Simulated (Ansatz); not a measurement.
Consider the following.

CaH$_{2}$O$_{2}$:
```cif
data_H2CaO2
_chemical_formula_sum 'Ca1 H2 O2'
_space_group_name_H-M_alt 'P-3m1'
_space_group_IT_number 164
_space_group_name_Hall '-P 3 2"'
_cell_length_a 3.49785
_cell_length_b 3.49785
_cell_length_c 4.61807
_cell_angle_alpha 90.000
_cell_angle_beta 90.000
_cell_angle_gamma 120.000
loop_
_atom_site_label
_atom_site_type_symbol
_atom_site_symmetry_multiplicity
_atom_site_Wyckoff_symbol
_atom_site_fract_x
_atom_site_fract_y
_atom_site_fract_z
_atom_site_occupancy
Ca1 Ca 1 a 0.00000 0.00000 0.00000 1
H1 H 2 d 0.33333 0.66667 0.45784 1
O1 O 2 d 0.33333 0.66667 0.24609 1
```

This is the LDA-relaxed structure.

### Question
All from plane-wave PAW LDA (Ansatz code), unless another level is named. Estimate the Born charges (a third of the trace).

### Answer
Ca +2.31, H +0.45, O -1.60 e.

### Question
Predict the Bader charges.

### Answer
Ca +1.54, H +0.57, O -1.34 e.

### Question
What about the electronic dielectric constant ε∞ (DFPT)?

### Answer
2.97 (xx = yy), 2.75 (zz).

The workflow started from a Materials Project entry (that database holds measured and hypothetical structures alike); the Crystallography Open Database files this formula in space group No. 164, but the cells were not matched. Whether it is the stable phase at ambient conditions was not checked. The cell was relaxed with LDA under the symmetry of its start; its stability against distortions is not shown here. A crystal of weakly bound layers computed without a dispersion correction: the cell and the soft elastic constants depend strongly on that.

Potentials: the later of the program's two PAW sets.
